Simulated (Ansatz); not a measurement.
Bands of BaTiO3

```
Ba Ti O
1.0
     4.00730    0.00000    0.00000
     0.00000    4.00730    0.00000
     0.00000    0.00000    4.00730
Ba Ti O
1 1 3
Direct
  0.50000 0.50000 0.50000
  0.00000 0.00000 0.00000
  0.50000 0.00000 0.00000
  0.00000 0.50000 0.00000
  0.00000 0.00000 0.50000
```

Atom numbers follow the list: Ba1, Ti2, O3, O4, O5.

The conventional cell has a = 4.007 Å, b = 4.007 Å, c = 4.007 Å, α = 90.00°, β = 90.00°, γ = 90.00°. Ba (atom 1) has 12 O at 2.83 Å as nearest neighbours. Ti (atom 2) has 6 O at 2.00 Å as nearest neighbours. O (atom 3) is surrounded by 2 Ti at 2.00 Å.

The geometry is COD entry 1507757, unchecked; take it as a test cell.

Spin–orbit coupling is left out, though it moves levels of the heavy atoms by tenths of an eV or more.

These are results of Ansatz 0.2.0, DFT, LDA, all-electron LAPW, scalar-relativistic, not measurements.

The runs use a Γ-centred 8×8×8 k mesh, Fermi–Dirac smearing of 0.05 eV, basis error target 1 meV/atom, no spin polarisation.

Points in fractions of the reciprocal vectors of this cell: Γ (0, 0, 0), X (0, 0.5, 0), M (0.5, 0.5, 0), R (0.5, 0.5, 0.5). The path joins them by straight lines in the order Γ–X–M–Γ–R–X–R–M; legs that retrace an earlier one aren't tabulated. Energies are in eV from the top of the valence band.

Problem. List the levels at Γ between -14 and 5 eV.

Solution. -9.74 (×3), -2.28 (×3), -1.12 (×3), -0.11 (×3), 1.71 (×3), 3.98 (×2).

Problem. List the levels at R between -14 and 5 eV.

Solution. -10.49 (×3), -4.50, -3.81 (×2), -2.35 (×3), 0.00 (×3), 4.17 (×3).

Problem. List the levels at M between -14 and 5 eV.

Solution. -9.76 (×2), -9.34, -4.30, -4.06, -3.83, -2.68 (×2), -1.71, -0.84 (×2), -0.05, 3.50 (×2), 3.92, 4.83.

Problem. What is the band gap?

Solution. 1.71 eV, indirect from R (0.5, 0.5, 0.5) to Γ.
